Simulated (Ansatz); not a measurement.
NiGe2 in space group Cmcm (No. 63; Ge on 4c, Ge on 4c, Ni on 4c) under volume change, the program Ansatz at the PBE level (PAW), shape and atoms relaxed at each volume.

```json
[
 {"V (Å³/atom)": "13.954", "E − E(relaxed) (meV/atom)": "45.4", "P (GPa)": "11.62"},
 {"V (Å³/atom)": "14.414", "E − E(relaxed) (meV/atom)": "18.8", "P (GPa)": "7.01"},
 {"V (Å³/atom)": "14.874", "E − E(relaxed) (meV/atom)": "?", "P (GPa)": "?"},
 {"V (Å³/atom)": "15.334", "E − E(relaxed) (meV/atom)": "0.0", "P (GPa)": "0.01"},
 {"V (Å³/atom)": "15.794", "E − E(relaxed) (meV/atom)": "?", "P (GPa)": "?"},
 {"V (Å³/atom)": "16.254", "E − E(relaxed) (meV/atom)": "4.3", "P (GPa)": "-4.27"},
 {"V (Å³/atom)": "16.714", "E − E(relaxed) (meV/atom)": "19.2", "P (GPa)": "-6.09"}
]
```

Q: Fill in the missing entries.

A: 
- 14.874, E − E(relaxed) (meV/atom): 4.4
- 14.874, P (GPa): 3.16
- 15.794, E − E(relaxed) (meV/atom): -4.9
- 15.794, P (GPa): -2.04

Q: What does a third-order Birch–Murnaghan fit give for V₀, B₀ and B′?

A: V₀ = 15.36 Å³/atom, B₀ = 90.8 GPa, B′ = 5.9.

A made-up cell: these elements were put on the sites of a structure type; neither database checked (COD, Materials Project) lists it. Whether it is the stable phase at ambient conditions was not checked. Symmetry was held in the PBE relaxation; its stability against distortions is not shown here. The workflow began spin-polarised and lost its moments.

Potentials: the later of the program's two PAW sets.
